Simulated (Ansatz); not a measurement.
A geometry of Cu₃Sn away from equilibrium: the start of the relaxation of a generated cell, Cu3Sn placed in the D019 structure type. Method: r2SCAN (plane waves to 500 eV, PAW, scalar-relativistic; Ansatz, an electronic-structure program). Γ-centred k-mesh 7×7×8 on the run's cell (coarser than for final values), Fermi–Dirac smearing 0.05 eV.

```xyz
8
Lattice="5.5042 0.0000 0.0000 -2.7521 4.7668 0.0000 0.0000 0.0000 4.4148" Properties=species:S:1:pos:R:3:forces:R:3 pbc="T T T" free_energy=-51864.354 pressure_GPa=-4.0
Cu     2.7521     3.2338     1.1037    0.0000    0.2706    0.0000
Cu    -1.4245     4.0003     3.3111   -0.2343    0.1353    0.0000
Cu     1.3276     0.7665     1.1037   -0.2343   -0.1353    0.0000
Cu     0.0000     1.5330     3.3111    0.0000   -0.2706    0.0000
Cu     4.1766     0.7665     1.1037    0.2343   -0.1353    0.0000
Cu     1.4245     4.0003     3.3111    0.2343    0.1353    0.0000
Sn     0.0000     3.1779     1.1037    0.0000    0.0000    0.0000
Sn     2.7521     1.5889     3.3111    0.0000    0.0000    0.0000
```

Positions in Å, forces in eV/Å, free energy of the cell in eV (comparable only within this code, potentials and settings). Largest force: 0.27 eV/Å, on Cu1, Cu2, Cu3, Cu4, Cu5, Cu6 (atoms numbered as listed); the geometry lies 0.02 eV/atom above the end of its relaxation.

No spin polarisation in the result.

The run could not lose the symmetry of its start.

The first start was generated by placing the elements on the sites of a structure type. Materials Project lists a structure of Cu3Sn in the same space group, P6₃/mmc (No. 194); the sites were not compared with it, nor with measured phases.
